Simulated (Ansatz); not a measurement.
The calculation used DFT PBE, scalar-relativistic, plane waves, PAW in Ansatz 0.2.0. Settings: cutoff 420 eV, Γ-centred meshes spaced at most about 0.3 Å⁻¹, and about 0.25 Å⁻¹ or finer for metals (2π included), Gaussian smearing. Collinear spin in cells that started with moments and kept them past the coarse steps, no spin elsewhere.

All energies are static (0 K, no zero-point motion). All come from trial cells, and lower structures may exist.

Question: Which of these relaxed structures of NbTe8Mo3 is the lowest in energy?
A.

```cif
data_structure
_symmetry_space_group_name_H-M 'P-3m1'
_symmetry_Int_Tables_number 164
_cell_length_a 3.5508
_cell_length_b 3.5508
_cell_length_c 31.4165
_cell_angle_alpha 90.000
_cell_angle_beta 90.000
_cell_angle_gamma 120.000
_cell_volume 343.04
loop_
_atom_site_label
_atom_site_type_symbol
_atom_site_symmetry_multiplicity
_atom_site_Wyckoff_symbol
_atom_site_fract_x
_atom_site_fract_y
_atom_site_fract_z
_atom_site_occupancy
Nb1 Nb 1 a 0.00000 0.00000 0.00000 1
Te1 Te 2 d 0.66667 0.33333 0.19498 1
Te2 Te 2 d 0.66667 0.33333 0.44142 1
Te3 Te 2 d 0.66667 0.33333 0.68785 1
Te4 Te 2 d 0.66667 0.33333 0.93924 1
Mo1 Mo 2 c 0.00000 0.00000 0.25358 1
Mo2 Mo 1 b 0.00000 0.00000 0.50000 1
```

B.

```cif
data_structure
_symmetry_space_group_name_H-M 'P-6m2'
_symmetry_Int_Tables_number 187
_cell_length_a 3.5900
_cell_length_b 3.5900
_cell_length_c 29.9914
_cell_angle_alpha 90.000
_cell_angle_beta 90.000
_cell_angle_gamma 120.000
_cell_volume 334.75
loop_
_atom_site_label
_atom_site_type_symbol
_atom_site_symmetry_multiplicity
_atom_site_Wyckoff_symbol
_atom_site_fract_x
_atom_site_fract_y
_atom_site_fract_z
_atom_site_occupancy
Nb1 Nb 1 f 0.66667 0.33333 0.50000 1
Te1 Te 2 h 0.33333 0.66667 0.94011 1
Te2 Te 2 h 0.33333 0.66667 0.43728 1
Te3 Te 2 i 0.66667 0.33333 0.68902 1
Te4 Te 2 i 0.66667 0.33333 0.19121 1
Mo1 Mo 2 h 0.33333 0.66667 0.74889 1
Mo2 Mo 1 e 0.66667 0.33333 0.00000 1
```

Answer: B. It has Nb and Mo ordered on 2H molybdenite sites, space group P-6m2 (No. 187); the next, A, with space group P-3m1 (No. 164), lies 134 meV/atom higher. Counting Te atoms around Mo and Nb (those within 1.25 times the shortest such distance or 1.15 times the sum of covalent radii), the lowest and the next both have Nb 6, Mo 6.

Weakly bound directions are ill-defined at this level, which has no dispersion term (P-6m2, P-3m1), and this can change margins and order among such cells. These runs have no spin–orbit coupling, which can matter for Te. With atoms moved at random, P-6m2 came back. Other cells relaxed within their symmetry can be saddle points. Some types were kept out of the candidates beforehand, so the set may lack a known form.
